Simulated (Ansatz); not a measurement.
The crystal of TiAlPt (P6_3/mmc), relaxed at this level, has 15.25 Å³/atom and no gap on the mesh:

```cif
data_structure
_symmetry_space_group_name_H-M 'P 1'
_symmetry_Int_Tables_number 1
_cell_length_a 4.4066
_cell_length_b 4.4066
_cell_length_c 5.4428
_cell_angle_alpha 90.000
_cell_angle_beta 90.000
_cell_angle_gamma 120.000
_cell_volume 91.53
loop_
_atom_site_label
_atom_site_type_symbol
_atom_site_fract_x
_atom_site_fract_y
_atom_site_fract_z
_atom_site_occupancy
Ti1 Ti 0.00000 0.00000 0.00000 1
Ti2 Ti 0.00000 0.00000 0.50000 1
Al1 Al 0.33333 0.66667 0.25000 1
Al2 Al 0.66667 0.33333 0.75000 1
Pt1 Pt 0.66667 0.33333 0.25000 1
Pt2 Pt 0.33333 0.66667 0.75000 1
```

Cells of 15 atoms of this composition were thrown in at random at the volumes given and pushed apart as soft spheres, like charges further apart, which can already order a small cell. Each cell was relaxed without symmetry on coarser meshes and computed once more; the crystal stands on its own mesh of 9×9×8. Theory: DFT r2SCAN, scalar-relativistic, plane waves, PAW (Ansatz).

Cutoff 500 eV; k points 3×3×4 on the computed 15-atom cell (Γ-centred); Gaussian smearing, width 0.10 eV; no spin polarisation. Other cells take the settings in the table.

The relaxation ran on 2×2×2 (shifted) k points with a smearing of 0.1 eV.

Problem. Where do the relaxations end?

Solution. One draw a row:

| start V/V(crystal) | E − E(crystal) (meV/atom) | final V/V(crystal) | gap on mesh (eV) | space group at 0.1 Å | k mesh | P (GPa) | largest force (eV/Å) | relaxation |
| --- | --- | --- | --- | --- | --- | --- | --- | --- |
| 1.16 | 249 | 1.053 | 0.00 | n/a | 3×3×4 | 0.0 | 0.42 | stopped early |
| 1.16 | 371 | 1.094 | 0.00 | n/a | 3×4×4 | 0.4 | 0.37 | stopped early |

The k mesh is coarse. Spin-orbit coupling is left out, which matters for the bands of heavy elements.

Cost: 4 runs of about 43 core-minutes in all (earlier runs that led there not counted), on Arm Neoverse V2 (shared hosts).